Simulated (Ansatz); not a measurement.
# How far is PAW off for ZnAg?

```yaml
crystal:
  lattice:
    - [3.15600, 0.00000, 0.00000]
    - [0.00000, 3.15600, 0.00000]
    - [0.00000, 0.00000, 3.15600]
  atoms:
    - { symbol: Zn, position: [0.50000, 0.50000, 0.50000] }
    - { symbol: Ag, position: [0.00000, 0.00000, 0.00000] }
```

Atom numbers follow the list: Zn1, Ag2.

The cell comes from COD entry 9008800, which wasn't checked; take it as a given geometry.

Levels of theory: DFT, LDA, PAW with Ansatz's default frozen-core files, scalar-relativistic (Ansatz 0.2.0); DFT, LDA, all-electron LAPW, scalar-relativistic (Ansatz 0.2.0).

For PAW: a Γ-centred 12×12×12 k mesh, Fermi–Dirac smearing of 0.03 eV, cutoff 420 eV, no spin polarisation; the PAW files were made with PBE, and the program remakes their frozen cores for this functional. LAPW targets a basis error of 0.25 meV/atom. The Ansatz runs share mesh, smearing and spin set-up. Plane-wave (PAW) pressures include the program's estimate of the Pulay term.

Stress and pressure are positive in compression.

Levels count from the Fermi level.

PAW results:

```tsv
quantity	PAW
pressure (GPa)	-8.07
highest filled level at X (eV)	-2.568
lowest empty level at X (eV)	10.439
highest filled level at R (eV)	-3.838
lowest empty level at R (eV)	1.557
highest filled level at Γ (eV)	-4.239
lowest empty level at Γ (eV)	5.302
```

Q: What does all-electron LAPW give for the same quantities?

A: 
```csv
quantity,LAPW
pressure (GPa),-8.07
highest filled level at X (eV),-2.567
lowest empty level at X (eV),10.443
highest filled level at R (eV),-3.838
lowest empty level at R (eV),1.551
highest filled level at Γ (eV),-4.239
lowest empty level at Γ (eV),5.298
```
